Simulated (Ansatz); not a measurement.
# A series in space group Pm-3m

All 4 crystals share space group Pm-3m (No. 221) and the same kinds of sites, 2 atoms in the primitive cell. They are database entries and needn't be the stable phases. The set is a selection: crystals with unstable modes on a coarse mesh or in a metal were left out. Cells are relaxed by PAW under the functional.

Quantity: harmonic phonons by finite displacements (negative means unstable), on a 2×2×2 q mesh. Level: PBEsol, all-electron LAPW in Ansatz 0.2.0, scalar-relativistic.

```tsv
crystal	cell (conventional)	k mesh	smearing (eV)	highest mode (cm⁻¹)	lowest at X (cm⁻¹)	lowest at M (cm⁻¹)	lowest at R (cm⁻¹)	highest at Γ (cm⁻¹)
MgSc	a = 3.564 Å	12×12×12	0.10	?	?	?	?	?
ScAl	a = 3.345 Å	12×12×12	0.08	346	184	57.8	233	290
ScCu	a = 3.211 Å	10×10×10	0.10	243	105	20.9	80.5	193
ScPd	a = 3.268 Å	12×12×12	0.08	260	90.8	49.5	75.9	166
```

Question: What did the calculation give for MgSc?

Answer: highest mode = 264 cm⁻¹, lowest at X = 138 cm⁻¹, lowest at M = 68.9 cm⁻¹, lowest at R = 177 cm⁻¹, highest at Γ = 264 cm⁻¹.

Known limits: responses of metals move with mesh and smearing; a very soft zone-boundary mode, near an instability or sensitive to the mesh (ScCu).
